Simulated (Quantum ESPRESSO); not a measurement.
For atom 4 (O) of SiO₂ in P3₁21, the PAW reconstruction of the field gradient on a scalar-relativistic PBE ground state (a modified build of Quantum ESPRESSO, JTH datasets) gives this field-gradient tensor in Cartesian axes (atomic units, 1 a.u. = 9.7174×10²¹ V/m²):

```
 0.4137   0.0856   0.6655
 0.0856  -0.4307   0.1720
 0.6655   0.1720   0.0170
```

The cell was made here from a computed Materials Project entry: Si1 and its equivalents moved by 0.04 Å along (0.50, 0.87, 0.00), space group kept. The parent is SiO2 in P3₁21. Stability against distortions was not tested.  Cores are frozen. Against all-electron runs on small test molecules, this scheme's |Vzz| missed by −6 % on Si, −2 to +6 % on O.

Question: Find the principal values, η_Q, |C_Q|, ν_Q and P_Q for ¹⁷O (I = 5/2, |Q| = 0.0256 barn), and the second-order MAS shift at 21.1 T.

Answer: Eigenvalues (principal values) by size: Vxx = -0.3786, Vyy = -0.5528, Vzz = 0.9314 a.u. (they sum to zero).
η_Q = (Vxx − Vyy)/Vzz = 0.19.
|C_Q| = 234.96 MHz × |Q|/barn × |Vzz|/a.u. = 234.96 × 0.0256 × 0.9314 = 5.60 MHz.
Quadrupole frequency ν_Q = 3C_Q/[2I(2I − 1)] = 0.840 MHz, and P_Q = C_Q(1 + η²/3)^½ = 5.64 MHz.
At 21.1 T the Larmor frequency is ν0 = 121.8 MHz, and the second-order shift of the central transition's centre of gravity under MAS is −(3/40)(P_Q/ν0)²[I(I + 1) − 3/4]/[I²(2I − 1)²] × 10⁶ = -12.8 ppm.
